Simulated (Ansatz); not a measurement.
**SrTl: two-dimensional strain map**

These are results of DFT PBEsol, scalar-relativistic, plane waves, PAW in Ansatz, not measurements. Settings: plane waves to 420 eV, k-mesh 12×12×12 (Γ-centred), Gaussian smearing 0.15 eV. Spin–orbit coupling is left out, which can shift energies with elements as heavy as these. No spin polarisation. Energies are free energies at this smearing, counted from the undisturbed cell; pressure is positive in compression.

The starting cell (as given, not relaxed at this level; it stands at -0.3 GPa, and it needn't be the usual structure):

```
Sr Tl
1.0
     4.03200    0.00000    0.00000
     0.00000    4.03200    0.00000
     0.00000    0.00000    4.03200
Sr Tl
1 1
Direct
  0.00000 0.00000 0.00000
  0.50000 0.50000 0.50000
```

The cell is strained by p along both x and y and by q along z, fractional coordinates fixed. Points are written (p, q).

Energy above the undisturbed cell in meV/atom (a dash: not computed):

```
 p \ q  -0.050  -0.025  0.000  0.025  0.050
-0.050    70.5    46.7   30.2   19.9   15.9
-0.025    27.8    13.2    5.2      ?    4.9
 0.000     8.1       ?    0.0    3.9   11.7
 0.025     7.3     6.1   10.7   20.0   32.8
 0.050    22.7       ?   34.5      ?   64.8
```

Problem. Fill in the withheld energies.

Solution. (-0.025, 0.025): 2.6; (0.000, -0.025): 1.0; (0.050, -0.025): 25.7; (0.050, 0.025): 47.9.